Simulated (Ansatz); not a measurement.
## What strain does to KSrBr3 (cubic perovskite)

KSrBr3 built on the cubic perovskite prototype, relaxed with r2SCAN in the PAW code Ansatz. Space group Pm-3m (No. 221), cubic; a = 5.938 Å in the conventional setting, 41.88 Å³ an atom. K has 12 Br at 4.20 Å; Sr has 6 Br at 2.97 Å; Br has 2 Sr at 2.97 Å and 4 K at 4.20 Å.

The axes x, y and z are those of this cell:
```
CELL_PARAMETERS angstrom
5.93805 0.00000 0.00000
0.00000 5.93805 0.00000
0.00000 0.00000 5.93805
ATOMIC_POSITIONS crystal
K 0.00000 0.00000 0.00000
Sr 0.50000 0.50000 0.50000
Br 0.50000 0.50000 0.00000
Br 0.50000 0.00000 0.50000
Br 0.00000 0.50000 0.50000
```

Unstrained: The PBE gap is indirect, 3.750 eV (R to Γ), below the direct gap of 3.999 eV at Γ. With r2SCAN the valence top lies at R and the conduction bottom at Γ, 4.436 eV higher; the smallest vertical gap, at Γ, is 4.690 eV. With HSE06 the valence top lies at R and the conduction bottom at Γ, 4.863 eV higher; the smallest vertical gap, at Γ, is 5.125 eV. Meshes: PBE 4×4×4, r2SCAN 4×4×4, HSE06 4×4×4. Strains are changes of length per length. After each strain the atoms were relaxed again with r2SCAN within the symmetry that the strain leaves, so tilts or polar shifts that break it weren't tested; points keep the names that they have in the unstrained zone. The cell comes from a prototype generator: it can be a known phase or a hypothetical one. Spin polarisation is off.

Changes of the least gap in eV (an overlap counts as a negative gap):
```csv
strain,volume change (%),space group,PBE,r2SCAN,HSE06,"energy rise, r2SCAN (meV/atom)"
isotropic +2.5 % on every length,+7.7,Pm-3m,-0.101,-0.092,-0.104,12.3
uniaxial +1.0 % along x,+1.0,P4/mmm,-0.020,-0.020,-0.021,0.6
uniaxial -2.5 % along z,-2.5,P4/mmm,+0.024,+0.020,+0.025,4.2
isotropic -1.0 % on every length,-3.0,Pm-3m,+0.040,+0.037,+0.042,2.3
```

Isotropic +2.5 % on every length. HSE06: the gap goes from 4.863 to 4.759 eV (-0.104 eV). Stress change with r2SCAN, compression positive: xx -1.16, yy -1.16, zz -1.16 GPa. For HSE06, dE_g/d ln V = -1.4 eV over this step.

Uniaxial +1.0 % along x, other directions held. HSE06: the gap goes from 4.863 to 4.842 eV (-0.021 eV). Stress change with r2SCAN, compression positive: xx -0.43, yy -0.05, zz -0.05 GPa.

Uniaxial -2.5 % along z, other directions held. HSE06: the gap goes from 4.863 to 4.888 eV (+0.025 eV). Stress change with r2SCAN, compression positive: xx +0.13, yy +0.13, zz +1.34 GPa.

Isotropic -1.0 % on every length. HSE06: the gap goes from 4.863 to 4.905 eV (+0.042 eV). Stress change with r2SCAN, compression positive: xx +0.60, yy +0.60, zz +0.60 GPa. For HSE06, dE_g/d ln V = -1.4 eV over this step.

Spin-orbit coupling is left out.

The meshes of the hybrids are coarse, so their gaps aren't converged to the digits shown.
